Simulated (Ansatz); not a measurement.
# SrHg3O4: rattling a relaxed structure

The cell was found from a structure generator's guess, not taken from experiment.

These are results of Ansatz, DFT PBE, scalar-relativistic, plane waves, PAW, not measurements. Plane waves to 420 eV, a k mesh through Γ of 8×8×8 on the computed 8-atom cell and Gaussian smearing (0.10 eV); no spin polarisation.

The cell below (8 atoms, space group Pm-3m (No. 221)) is relaxed within its symmetry.

```
CELL_PARAMETERS angstrom
4.99114 0.00000 0.00000
0.00000 4.99114 0.00000
0.00000 0.00000 4.99114
ATOMIC_POSITIONS crystal
Sr 0.00000 0.00000 0.00000
Hg 0.00000 0.50000 0.50000
Hg 0.50000 0.00000 0.50000
Hg 0.50000 0.50000 0.00000
O 0.50000 0.00000 0.00000
O 0.50000 0.50000 0.50000
O 0.00000 0.00000 0.50000
O 0.00000 0.50000 0.00000
```

For the test it was strained at random (σ = 1.5 % a component), the atoms were moved at random (σ = 0.15 Å), and all was relaxed again on a coarse 4×4×4 mesh (in the run’s order of axes) with 0.20 eV smearing, with no symmetry imposed.

Spin–orbit coupling, which can matter for Hg, is left out.

Task: Is the structure stable against such a distortion?

Result: It returns, within 1 meV/atom of the unmoved cell on that mesh and with the same symmetry when read at 0.1 Å (P1 at 0.01 Å, so small strains and shifts remain). So it is stable against the distortions that fit this cell and that this random move excites. Modes that don't fit the cell aren't tested.
